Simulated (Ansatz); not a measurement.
# HCN: changing the share of exact exchange

It takes space group I4mm (No. 107, tetragonal). Conventional cell: a = 4.632 Å, b = 4.632 Å, c = 4.320 Å, α = 90.00°, β = 90.00°, γ = 90.00°. Around N (site symmetry 4mm) lie 1 C at 1.16 Å. C (site symmetry 4mm) has 1 H at 1.09 Å and 1 N at 1.16 Å as nearest neighbours. H (site symmetry 4mm) has 1 C at 1.09 Å as nearest neighbours.

The cell comes from a database or a generator and needn't be the stable form of this composition.

Kept alike: task single point; functional HSE06 form with a typed share of exact exchange; k mesh 4 × 4 × 4; occupations fermi-dirac, width 0.05 eV; no spin polarisation. Program: Ansatz, Ansatz PAW, cutoff 420 eV. Screening held at 0.2 Å⁻¹. The mesh is that of the run's cell of 3 atoms. No spin-orbit coupling.

| share of exact exchange, α | band gap (eV) | pressure (GPa) |
| --- | --- | --- |
| 0.05 | 7.086 | -0.47 |
| 0.1 | 7.401 | -0.96 |
| 0.15 | 7.714 | -1.45 |
| 0.2 | 8.026 | -1.94 |
| 0.25 | 8.337 | -2.42 |
| 0.3 | 8.647 | -2.89 |
| 0.4 | 9.264 | -3.83 |
| 0.5 | 9.876 | -4.75 |

The k mesh is coarse, so the values aren't converged. Pressure is positive in compression, with a Pulay correction for the finite cutoff. The exact exchange is short-ranged, of HSE form. A gap read on the mesh alone can miss an edge between its points. All rows use potentials made for PBE. The mesh is thin for exact exchange.

Q: What does the share of exact exchange change here?

A: The band gap rises from 7.086 to 9.876 eV between 0.05 and 0.5. Exact exchange pulls filled levels down against empty ones, so the gap grows nearly in line with its share. The mean slope is +6.20 eV per unit of share. The pressure falls from -0.47 to -4.75 GPa between 0.05 and 0.5. Exact exchange shortens the bonds here, so the pressure at fixed cell falls.
